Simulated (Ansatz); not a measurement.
HfBe5:
```
HfBe5
1.0
    4.51858     0.00000     0.00000
   -2.25929     3.91321     0.00000
    0.00000     0.00000     3.43527
Hf Be
1 5
Cartesian
  0.00000   0.00000   0.00000
  0.00000   2.60881   0.00000
  2.25929   1.30440   0.00000
  2.25929   0.00000   1.71764
  1.12965   1.95660   1.71764
 -1.12965   1.95660   1.71764
```

Relaxed with r²SCAN.

**Question.** Which orbitals make up the states near the Fermi level in plane-wave PAW r²SCAN (Ansatz code)?

**Answer.** Within 0.5 eV of the Fermi level: Hf 5d 64 %, outside the projected shells 30 %. Projections are on Löwdin-orthogonalised atomic valence shells; empty p or d shells of many metals are not among them.

**Question.** Tabulate the density of states.

**Answer.** States/eV per cell of 6 atoms, in 0.25 eV bins, energy from the Fermi level.

```tsv
E (eV)	total	Hf 5d	Be 2s	Hf 6s
-7.85	0.89	0.07	0.68	0.10
-7.60	0.97	0.10	0.73	0.10
-7.35	1.06	0.14	0.79	0.09
-7.10	1.14	0.17	0.84	0.07
-6.85	1.26	0.23	0.91	0.06
-6.60	1.17	0.24	0.81	0.06
-6.35	1.03	0.21	0.68	0.08
-6.10	1.14	0.23	0.71	0.12
-5.85	1.35	0.29	0.80	0.16
-5.60	0.92	0.19	0.53	0.13
-5.35	0.81	0.15	0.46	0.13
-5.10	1.37	0.20	0.86	0.16
-4.85	1.57	0.26	0.88	0.24
-4.60	1.48	0.27	0.78	0.23
-4.35	1.32	0.26	0.66	0.20
-4.10	1.34	0.28	0.62	0.20
-3.85	1.42	0.31	0.63	0.19
-3.60	1.81	0.50	0.78	0.16
-3.35	1.92	0.55	0.80	0.11
-3.10	2.20	0.70	0.79	0.11
-2.85	2.11	0.65	0.65	0.12
-2.60	1.93	0.60	0.56	0.12
-2.35	2.15	0.69	0.59	0.15
-2.10	2.77	1.25	0.46	0.14
-1.85	3.03	1.37	0.35	0.14
-1.60	2.76	1.14	0.27	0.09
-1.35	2.45	1.03	0.18	0.04
-1.10	1.96	0.85	0.14	0.02
-0.85	1.82	0.80	0.12	0.02
-0.60	1.72	0.87	0.10	0.02
-0.35	1.50	0.89	0.06	0.02
-0.10	1.52	1.04	0.05	0.02
0.15	0.90	0.61	0.02	0.01
0.40	1.06	0.69	0.03	0.04
0.65	1.54	1.02	0.06	0.09
0.90	1.74	1.15	0.08	0.12
1.15	1.05	0.65	0.07	0.07
1.40	1.07	0.68	0.06	0.06
1.65	1.12	0.68	0.07	0.05
1.90	1.40	0.80	0.10	0.04
2.15	1.71	0.95	0.14	0.03
2.40	2.12	1.12	0.21	0.08
2.65	2.09	1.07	0.20	0.08
2.90	2.36	1.21	0.21	0.08
3.15	2.29	1.15	0.19	0.06
3.40	1.61	0.64	0.18	0.04
3.65	1.07	0.33	0.16	0.02
3.90	1.09	0.19	0.39	0.01
4.15	0.87	0.12	0.40	0.01
4.40	1.02	0.17	0.41	0.01
4.65	1.52	0.32	0.44	0.02
```

Space group P6/mmm. The workflow started from a Materials Project entry (that database holds measured and hypothetical structures alike); the Crystallography Open Database copy checked does not list it. Whether it is the stable phase at ambient conditions was not checked. Symmetry was held in the r²SCAN relaxation; whether a distortion lowers the energy is not shown. The run is not spin-polarised. Scalar-relativistic: spin–orbit coupling is off unless named, which matters more the heavier the elements.

Potentials: the later of the program's two PAW sets.
